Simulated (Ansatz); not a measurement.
NaCl:
```
CELL_PARAMETERS angstrom
      0.00000     2.73214     2.73214
      2.73214     0.00000     2.73214
      2.73214     2.73214     0.00000
ATOMIC_POSITIONS crystal
  Na 0.00000 0.00000 0.00000
  Cl 0.50000 0.50000 0.50000
```

Tensor components refer to the Cartesian frame of this cell.

Give the high-frequency dielectric tensor and the Born effective charge tensors of the independent atoms from DFPT, DFT-LDA in the program Ansatz with PAW potentials.


ε∞:
```
2.67  0.00  0.00
0.00  2.67  0.00
0.00  0.00  2.67
```
Z* of atom 1 (Na), rows: field, columns: displacement, in e:
```
1.07  0.00  0.00
0.00  1.07  0.00
0.00  0.00  1.07
```
Z* of atom 2 (Cl), rows: field, columns: displacement, in e:
```
-1.07   0.00   0.00
 0.00  -1.07   0.00
 0.00   0.00  -1.07
```

Space group Fm-3m (rock salt). Symmetry was held in the LDA relaxation.

Potentials: the earlier of the program's two PAW sets. The files were generated under PBE; for other functionals the program regenerates the frozen cores, and for LDA and PBEsol the local potential too.
